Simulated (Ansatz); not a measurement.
SrBrF:
```
SrBrF
1.0
    4.21757     0.00000     0.00000
    0.00000     4.21757     0.00000
    0.00000     0.00000     7.40817
Sr Br F
2 2 2
Direct
  0.00000   0.50000   0.81640
  0.50000   0.00000   0.18360
  0.50000   0.00000   0.65004
  0.00000   0.50000   0.34996
  0.50000   0.50000   0.00000
  0.00000   0.00000   0.00000
```

r²SCAN in the plane-wave PAW code Ansatz gives a gap of 5.85 eV without spin–orbit coupling, maximum at Γ, minimum at Γ.

Question: What happens when spin–orbit coupling is switched on?

Answer: The gap falls by 0.16 eV, to 5.69 eV; maximum at Γ, minimum at Γ.

Question: Give the electron effective mass with spin–orbit coupling.

Answer: 0.42, 0.42, 0.92 mₑ (principal values).

Question: Give the hole effective mass with spin–orbit coupling.

Answer: 0.83, 0.83, 7.5 mₑ (principal values).

Space group P4/nmm. The first step of the workflow began from a Materials Project structure, measured or hypothetical; the Crystallography Open Database copy checked does not list it. Its standing as an ambient phase is unchecked. The cell was relaxed with r²SCAN under the symmetry of its start; its stability against distortions is not shown here.

Potentials: the later of the program's two PAW sets.
